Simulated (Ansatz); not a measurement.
A geometry of Ni away from equilibrium: step 4 of the relaxation of a relaxed Ni cell, doubled along one cell vector, shaken by Gaussian noise of σ = 0.08 Å a coordinate. All values below come from PBE (plane waves to 420 eV, PAW, scalar-relativistic; Ansatz, a program for electronic structure). Γ-centred k-mesh 14×7×14 on the run's cell (coarser than for final values), Fermi–Dirac smearing 0.05 eV. The plane waves were selected for a different cell earlier on the path.

```xyz
2
Lattice="2.3345 0.0253 0.0002 0.0506 4.4911 -0.0295 0.0002 -0.0147 2.3287" Properties=species:S:1:pos:R:3 pbc="T T T"
Ni     0.8972     1.1754     1.3480
Ni     1.6417     3.3038     0.9121
```
Spin-polarised start, with parallel moments on Ni.

Question: Give the Cartesian forces on all atoms (eV/Å).

Answer: 
```tsv
atom	Fx	Fy	Fz
Ni1	-0.60	-0.66	0.37
Ni2	0.60	0.66	-0.37
```

The path ends in Fm-3m (No. 225) (fcc (Cu type)). Spin state reached: ferromagnetic (net 0.63 μB/atom), from parallel starting moments; other spin orders were not run from this start.

The run could not lose the symmetry of its start.

Of the parent cell (Pm-3m (No. 221)): it is a generated cell of Ni: the first start was made by a random draw of sites in a space group, and the end was not matched to a known phase here, so it may be hypothetical. Known forms of Ni include space group No. 225.
